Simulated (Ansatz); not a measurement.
# Diamond alloy of Si and C (8 of 64 Si sites exchanged), 64 atoms

Ansatz, PAW, plane waves. PBEsol relaxation of volume and atoms (shape held) at the single k point (¼, ¼, ¼) without its symmetry partners; single points on the relaxed atoms at the single k point (¼, ¼, ¼) without its symmetry partners, onto which points of the small cell's zone fold. Arrangement: unlike neighbours preferred. No spin–orbit coupling unless named.

Relaxed structure:

```
Si C
1.0
    10.30715    0.00000    0.00000
     0.00000   10.30715    0.00000
     0.00000    0.00000   10.30715
Si C
56 8
Direct
  0.99693 0.99214 0.99201
  0.02411 0.98243 0.48967
  0.99560 0.50597 0.00048
  0.00033 0.53091 0.50214
  0.49654 0.00223 0.00244
  0.49669 0.00235 0.49991
  0.52038 0.48435 0.98688
  0.47982 0.48024 0.51304
  0.12400 0.11159 0.13224
  0.15232 0.10902 0.63329
  0.12358 0.62996 0.13170
  0.60333 0.14955 0.13529
  0.61873 0.13385 0.63323
  0.65293 0.63562 0.10783
  0.62359 0.61684 0.61947
  0.25595 0.24099 0.00093
  0.27528 0.26745 0.52154
  0.25012 0.75364 0.99374
  0.21968 0.75095 0.50363
  0.71683 0.27222 0.98344
  0.75072 0.24740 0.49427
  0.76914 0.72984 0.48577
  0.40065 0.35702 0.13470
  0.36838 0.87510 0.13621
  0.35308 0.88987 0.63642
  0.86434 0.38003 0.12596
  0.87380 0.38609 0.62555
  0.86363 0.85403 0.11285
  0.88365 0.86756 0.62035
  0.23165 0.97966 0.27988
  0.25832 0.49315 0.24547
  0.24597 0.50523 0.71452
  0.74516 0.00349 0.23619
  0.75012 0.99455 0.75474
  0.76946 0.52360 0.27144
  0.72957 0.48712 0.76928
  0.38885 0.14559 0.36517
  0.36413 0.11274 0.85238
  0.36957 0.62605 0.38356
  0.37483 0.61582 0.86706
  0.88374 0.11401 0.37421
  0.86647 0.13512 0.87953
  0.86074 0.63836 0.88440
  0.99932 0.25166 0.24902
  0.00511 0.24437 0.74320
  0.99722 0.74888 0.27858
  0.01993 0.73194 0.73568
  0.48796 0.28275 0.74906
  0.50594 0.74162 0.24476
  0.50347 0.75823 0.75077
  0.12585 0.38078 0.38699
  0.13017 0.38173 0.86817
  0.14233 0.88972 0.84968
  0.60711 0.36474 0.36279
  0.63106 0.86953 0.37528
  0.64370 0.86051 0.89997
  0.12295 0.62530 0.61291
  0.75701 0.74846 0.99895
  0.37201 0.38674 0.63234
  0.25362 0.00193 0.74730
  0.88985 0.63120 0.38461
  0.49940 0.25034 0.25041
  0.11817 0.86112 0.38410
  0.61234 0.37640 0.86622
```

Task: What are the mean bond lengths by pair (pairs within 1.2 times the sum of covalent radii, less contacts 15 % beyond the pair's median; cation–cation pairs of compounds aside; long ionic contacts are cut short by that bound)?

Result: C–Si 1.960 ± 0.038 Å (standard deviation, 32 bonds); Si–Si 2.338 ± 0.044 Å (standard deviation, 96 bonds).

Task: What gap lies between the top filled and the lowest empty level in the single points?

Result: r²SCAN 1.16 eV (12 s on NVIDIA H100). Away from Γ this isn't the crystal's band gap. An indirect band minimum needn't fold onto Γ of this cell; where it doesn't, these gaps are too wide.
